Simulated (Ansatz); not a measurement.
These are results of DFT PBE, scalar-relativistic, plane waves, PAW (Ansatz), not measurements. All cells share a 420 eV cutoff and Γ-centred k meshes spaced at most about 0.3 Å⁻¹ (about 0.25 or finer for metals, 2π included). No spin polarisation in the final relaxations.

All energies are static (0 K, no zero-point motion). All come from trial cells, and lower structures may exist.

Question: Order these relaxed structures of MgCd3Se4 by energy, lowest first, with the energy over the lowest of them.
A.

```cif
data_structure
_symmetry_space_group_name_H-M 'P4/mmm'
_symmetry_Int_Tables_number 123
_cell_length_a 4.0205
_cell_length_b 4.0205
_cell_length_c 11.3933
_cell_angle_alpha 90.000
_cell_angle_beta 90.000
_cell_angle_gamma 90.000
_cell_volume 184.17
loop_
_atom_site_label
_atom_site_type_symbol
_atom_site_symmetry_multiplicity
_atom_site_Wyckoff_symbol
_atom_site_fract_x
_atom_site_fract_y
_atom_site_fract_z
_atom_site_occupancy
Mg1 Mg 1 a 0.00000 0.00000 0.00000 1
Cd1 Cd 2 h 0.50000 0.50000 0.24803 1
Cd2 Cd 1 b 0.00000 0.00000 0.50000 1
Se1 Se 2 g 0.00000 0.00000 0.24484 1
Se2 Se 1 d 0.50000 0.50000 0.50000 1
Se3 Se 1 c 0.50000 0.50000 0.00000 1
```

B.

```cif
data_structure
_symmetry_space_group_name_H-M 'P-4m2'
_symmetry_Int_Tables_number 115
_cell_length_a 4.3540
_cell_length_b 4.3540
_cell_length_c 12.2377
_cell_angle_alpha 90.000
_cell_angle_beta 90.000
_cell_angle_gamma 90.000
_cell_volume 231.99
loop_
_atom_site_label
_atom_site_type_symbol
_atom_site_symmetry_multiplicity
_atom_site_Wyckoff_symbol
_atom_site_fract_x
_atom_site_fract_y
_atom_site_fract_z
_atom_site_occupancy
Mg1 Mg 1 c 0.50000 0.50000 0.50000 1
Cd1 Cd 2 e 0.00000 0.00000 0.74486 1
Cd2 Cd 1 b 0.50000 0.50000 0.00000 1
Se1 Se 2 g 0.50000 0.00000 0.12753 1
Se2 Se 2 g 0.00000 0.50000 0.38319 1
```

Answer: B (0 meV/atom), A (124 meV/atom). Forms: B Mg and Cd ordered on zinc blende sites, P-4m2; A Mg and Cd ordered on rock salt sites, P4/mmm. Counting Se atoms around Cd and Mg (those within 1.25 times the shortest such distance or 1.15 times the sum of covalent radii): B has Mg 4, Cd 4; A has Mg 6, Cd 6.

Cells relaxed within their symmetry can be saddle points. Some types were kept out of the candidates beforehand, so the set may lack a known form.
